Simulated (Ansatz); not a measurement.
WS₂ in space group R3m (No. 160; W on 3a, S on 3a, S on 3a) under volume change, plane-wave PAW r²SCAN+D4 (Ansatz code), shape and atoms relaxed at each volume.

| V (Å³/atom) | E − E(relaxed) (meV/atom) | P (GPa) |
|---|---|---|
| 16.596 | 25.1 | 5.89 |
| 17.143 | 9.7 | 3.25 |
| 17.690 | 2.1 | 1.33 |
| 18.237 | 0.0 | 0.00 |
| 18.784 | 1.6 | -0.84 |
| 19.331 | 5.3 | -1.31 |
| 19.878 | 10.1 | -1.51 |

Q: What does a third-order Birch–Murnaghan fit give for V₀, B₀ and B′?

A: V₀ = 18.24 Å³/atom, B₀ = 35.1 GPa, B′ = 13.6.

The first step of the workflow began from a Materials Project structure, measured or hypothetical; the Crystallography Open Database files this formula in space group No. 160, but the cells were not matched. It is not the phase usual at ambient conditions (space group No. 194). Symmetry was held in the r²SCAN+D4 relaxation; its stability against distortions is not shown here. The run is not spin-polarised. Scalar-relativistic: spin–orbit coupling is off unless named, which matters more the heavier the elements.

Potentials: the earlier of the program's two PAW sets. The files were generated under PBE; for other functionals the program regenerates the frozen cores, and for LDA and PBEsol the local potential too.
